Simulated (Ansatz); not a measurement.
MgZn2 in space group P6_3/mmc (No. 194; Mg on 4f, Zn on 2a, Zn on 6h) at seven volumes, PBEsol (plane waves, PAW; program Ansatz), shape and atoms relaxed at each. One row is withheld.

```json
[
 {"V (Å³/atom)": "14.440", "P (GPa)": "8.70"},
 {"V (Å³/atom)": "14.916", "P (GPa)": "5.29"},
 {"V (Å³/atom)": "15.392", "P (GPa)": "2.42"},
 {"V (Å³/atom)": "15.868", "P (GPa)": "0.00"},
 {"V (Å³/atom)": "16.344", "P (GPa)": "-2.04"},
 {"V (Å³/atom)": "16.821", "P (GPa)": "-3.75"},
 {"V (Å³/atom)": "17.297", "P (GPa)": "?"}
]
```

### Question
Fit the shown pressures and predict the withheld one.

### Answer
P = (3/2)B₀(x^(7/2) − x^(5/2))[1 + (3/4)(B′ − 4)(x − 1)] with x = (V₀/V)^(2/3). Least squares on the six rows gives V₀ = 15.868 Å³/atom, B₀ = 73.8 GPa, B′ = 4.71. At V = 17.297, x = 0.9441 and P = -5.20 GPa. The run itself gave -5.18 GPa.

The first step of the workflow began from a Materials Project structure, measured or hypothetical; the Crystallography Open Database copy checked does not list it. Whether it is the stable phase at ambient conditions was not checked. The PBEsol relaxation kept the symmetry of its start; of distortions, only those at the zone centre were tested.

Potentials: the later of the program's two PAW sets.
